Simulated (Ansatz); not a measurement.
Si2Mo:
```xyz
3
Lattice="-1.6085 1.6085 3.9364 1.6085 -1.6085 3.9364 1.6085 1.6085 -3.9364" Properties=species:S:1:pos:R:3 pbc="T T T"
Si     0.0000     0.0000     5.2345
Si     0.0000     0.0000     2.6382
Mo     0.0000     0.0000     0.0000
```

Relaxed with PBE. Special points in fractions of this cell's reciprocal vectors: Γ (0.000, 0.000, 0.000); X (0.000, 0.000, 0.500); P (0.250, 0.250, 0.250); N (0.000, 0.500, 0.000); M (0.500, 0.500, -0.500); S (0.292, 0.708, -0.292); S0 (-0.292, 0.292, 0.292); R (-0.083, 0.083, 0.500); G (0.500, 0.500, -0.083).

Task: List the band energies nearest the Fermi level at these points for PBE (plane waves, PAW; program Ansatz).

Result: In eV from the Fermi level; about four levels below and three above (degenerate sets whole), none deeper than 8.9 eV; points with the same levels are listed once.

```csv
k,below,above
Γ,-3.42 -2.99 -2.58 -2.58,0.35 3.07 3.25
X,-5.20 -4.38 -3.00 -1.22,2.26 2.67 3.10
P,-6.14 -2.71 -2.06 -2.06,0.27 2.26 3.99 3.99
N,-4.46 -2.55 -2.52 -0.49,2.21 3.08 3.97
M,-0.57 -0.57 -0.48 -0.48,0.49 4.69 4.99
S,-2.74 -2.46 -2.24 -0.40,1.51 3.01 3.62
R,-4.39 -3.79 -2.87 -1.79,1.75 2.01 2.55
```

Space group I4/mmm (MoSi2 or CaC2 type). The cell was relaxed with PBE under the symmetry of its start. No spin polarisation was allowed. Spin–orbit coupling is left out wherever it is not named.

Potentials: the later of the program's two PAW sets.
